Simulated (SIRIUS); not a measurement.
**A series of runs on the (001) slab of Sn2SeS (cut from a parent of space group no. 26; 8 atoms in the cell)**

```xyz
8
Lattice="4.0385 0.0000 0.0000 0.0000 4.6518 0.0000 0.0000 0.0000 21.1916" Properties=species:S:1:pos:R:3 pbc="T T T"
Sn     0.0000     0.4902     9.0412
Sn     0.0000     4.1615    14.7860
Sn     2.0192     1.6680     6.2794
Sn     2.0192     2.9838    12.0242
Se     0.0000     3.5204     6.0000
Se     0.0000     1.1314    11.7448
S      2.0192     3.4634     9.4467
S      2.0192     1.1884    15.1916
```

Base run A: LDA (PW92), GBRV LDA ultrasoft pseudopotentials (SIRIUS), self-consistent single point.

Its settings: parameters.ngridk = 3 3 1; parameters.xc_functionals = [XC_LDA_X, XC_LDA_C_PW]; parameters.gk_cutoff = 6.325 1/bohr; parameters.pw_cutoff = 14.143 1/bohr; parameters.smearing = gaussian; parameters.smearing_width = 0.00183747 Ha; potentials = GBRV LDA ultrasoft pseudopotentials; parameters.electronic_structure_method = pseudopotential; parameters.num_bands = 48; parameters.num_mag_dims = 0; parameters.num_dft_iter = 100; parameters.energy_tol = 1e-07 Ha; parameters.density_tol = 1e-06; mixer.type = broyden2; mixer.beta = 0.3; mixer.use_hartree = false.

Forces above 1 eV/Å remain at this geometry. No dipole correction was used; where the two faces of such a cut differ, images can couple through a dipole. The bare cut can leave dangling bonds, and the run has no spin polarisation, so a lower magnetic or reconstructed surface may exist.

ΔF is the free energy per atom less that of run A. 

Run A gave: largest force (eV/Å) 1.117.

Runs:
- B: atom 5 moved by -0.15 angstrom along z
- C: atom 5 moved by -0.08 angstrom along z
- D: atom 5 moved by -0.04 angstrom along z
- E: atom 5 moved by +0.04 angstrom along z
- F: atom 5 moved by +0.08 angstrom along z
- G: atom 5 moved by +0.15 angstrom along z

Problem. What does run C change against A?

Solution. The free energy rises by 2.7 meV/atom and the largest force stays at 1.117 eV/Å.

Problem. What does run B change against A?

Solution. The free energy goes up by 5.9 meV/atom and the largest force moves little (1.117 to 1.116 eV/Å).

| run | ΔF (meV/atom) | largest force (eV/Å) |
|---|---|---|
| A | 0.00 | 1.117 |
| B | 5.9 | 1.116 |
| C | 2.7 | 1.117 |
| D | 1.22 | 1.117 |
| E | -0.93 | 1.117 |
| F | -1.56 | 1.117 |
| G | -1.87 | 1.116 |
